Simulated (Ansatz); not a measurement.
Relaxed P (black-P type, space group Cmce):

```
CELL_PARAMETERS angstrom
      1.65108    -5.34538     0.00000
      1.65108     5.34538     0.00000
      0.00000     0.00000     4.46666
ATOMIC_POSITIONS crystal
  P  0.40092 0.59908 0.58510
  P  0.59908 0.40092 0.41490
  P  0.90092 0.09908 0.91490
  P  0.09908 0.90092 0.08510
```

Scan: atom 2 (P, nearest neighbour P at 2.213 Å; its periodic images, 3.3 Å or more away, move with it) is displaced along Cartesian [111], direction (0.577, 0.577, 0.577) in Cartesian axes, by s. The other atoms stay.

Calculation: r2SCAN+rVV10 (plane waves to 500 eV, PAW, scalar-relativistic; Ansatz, a quantum-chemistry and plane-wave program). k mesh 8×8×6 (Γ-centred), Fermi-Dirac smearing 0.05 eV. E stands for the smeared free energy. With partly filled bands, energies and forces of such displacements shift with the k mesh and the smearing. P was relaxed with its symmetry unable to fall. ΔE is measured from the undisplaced structure. The last digit holds for this mesh only.

| s (Å) | ΔE (meV/cell) |
|---|---|
| -0.660 | withheld |
| -0.528 | 1964.6 |
| -0.396 | 1062.6 |
| -0.264 | 455.6 |
| -0.132 | 110.8 |
| 0.000 | 0.0 |
| 0.132 | 105.8 |
| 0.264 | 421.7 |
| 0.396 | 947.2 |
| 0.528 | 1681.8 |
| 0.660 | 2606.9 |

Task: Fit a polynomial form (powers 2, 3, 4) to the given rows and predict ΔE at s = -0.660.

Result: Least squares on the 10 given rows: ΔE = (6307)·s² + (-976.6)·s³ + (759.2)·s⁴, in meV/cell with s in Å; root-mean-square residual 4.23 meV/cell. At -0.660 the fit gives 3172.2 meV/cell; the calculation gives 3168.0 meV/cell, so the extrapolation is off by 4.2 (+0.1 %). The quadratic term alone would give 2747.3 meV/cell.

(A displaced cell: forces are minus the slopes of the energy, force constants its curvatures, and phonons follow from these.)
